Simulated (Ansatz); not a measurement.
What DFT gives for Ba₂CuSb₆F

```xyz
10
Lattice="0.0000 6.6107 0.0000 6.6107 0.0000 0.0000 3.3053 3.3053 -5.1100" Properties=species:S:1:pos:R:3 pbc="T T T"
Cu    0.0000    0.0000    0.0000
Sb    1.7386    1.6130    0.0000
Sb    4.9977    1.7386    0.0000
Sb    4.8721    4.9977    0.0000
Sb    1.6130    4.8721    0.0000
F     3.3053    3.3053    0.0000
Sb    3.3053    3.3053   -2.2382
Sb    6.6107    6.6107   -2.8718
Ba    3.3053    6.6107   -2.5550
Ba    6.6107    3.3053   -2.5550
```

Method: PBEsol, no spin polarisation; PAW, plane waves to 420 eV, 6×6×6 Γ-centred mesh, fermi-dirac occupations (width 0.1 eV) (Ansatz 0.2.0), atoms fixed.

Forces: The largest is on Sb7 (and as large on other atoms): 2.18 eV/Å, components (0.00, 0.00, -2.18). It makes 180° with the line to a nearest neighbour, F6 at 2.24 Å, pointing away from it.
Electronic structure: It is a metal, with about 4.5 states/eV a cell as the mean within 0.25 eV of the Fermi level, mostly Sb p (78 %).
Contacts: F–Sb at 2.24 Å: least valence density 0.41 e/Å³ and ELF 0.16 there. Cu–Sb at 2.37 Å: least valence density 0.51 e/Å³ and ELF 0.35 there. Ba–Sb at 3.32 Å: least valence density 0.16 e/Å³ and ELF 0.19 there. These are pseudo-fields; inside the PAW spheres they differ from the all-electron ones.
Stress: The pressure is 17.1 GPa (compression positive), so with the atoms held at these fractions the cell would first expand; the forces are large, so a full relaxation may end otherwise. The principal stresses 10.6, 20.4, 20.4 GPa differ, so its shape would change too.
Formation energy: -0.24 eV an atom against the elements' usual phases (free molecules for gases, crystals otherwise, with no correction for O₂ or N₂), so it is bound against them; other compounds may still compete. Relaxing would lower it.

Origin: a known structure type with other elements, at an estimated volume, so it need not be a known compound. Caveats: many states at the Fermi level without spin polarisation, so a magnetic state may lie lower; atoms or cell far from equilibrium.
